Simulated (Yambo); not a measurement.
A G0W0@PBEsol run in Yambo for SnGeSe2 (space group Pmc2_1, No. 26) (4×2×1 Γ-centred k mesh, bands 21 to 327 and a 7 Ry block in the screening, 327 bands in G with the Bruneval-Gonze terminator, plasmon pole fitted at 27.2 eV) gives these matrix elements, in eV, at the band edges ((0, -0.5, 0) → Γ):

```json
[
 {"state": "valence edge", "E0": "0.000", "<Vxc>": "-12.649", "<Σx>": "-13.877", "<Σc(E0)>": "0.470", "Z": "0.788"},
 {"state": "conduction edge", "E0": "0.813", "<Vxc>": "-10.777", "<Σx>": "-7.692", "<Σc(E0)>": "-3.360", "Z": "0.792"}
]
```

Q: Solve the linearised quasiparticle equation for both states, give the gap, and say how exchange and correlation each act on it.

A: E = E0 + Z(Σx + Σc − Vxc). Valence: 0.000 + 0.788 × (-13.877 + (0.470) − (-12.649)) = -0.60 eV. Conduction: 0.813 + 0.792 × (-7.692 + (-3.360) − (-10.777)) = 0.60 eV. The gap is 1.19 eV, against 0.81 eV in PBEsol. Replacing Vxc by bare exchange alone would open it by 4.31 eV; correlation takes back 3.83 eV of that, and Z scales what is left. Nearest settings tried, and what they do to the gap: 220 bands in W, 220 bands in G: -14 meV; 1 Ry block (27 vectors against 443): -123 meV. Not varied: mesh. So the settings aren't converged at that level. The k mesh is coarse. The mesh misses a band edge: along a dense path the PBEsol gap is 0.51 eV against 0.81 eV on the mesh. Spin-orbit splittings are left out.

The standard potentials for Ge, Se, Sn keep a d shell in the valence without the s and p states of that shell. In tests on such compounds this moved G0W0 gaps by up to about 0.9 eV, so absolute quasiparticle energies here are unreliable; differences between settings are what counts.

Geometry relaxed with PBE+D3(BJ); primitive cell a = 4.051 Å, b = 4.368 Å, c = 11.342 Å, α = β = γ = 90.00°.

The structure is a Materials Project entry; no match was found in the copy of COD used, and its stability was not checked.
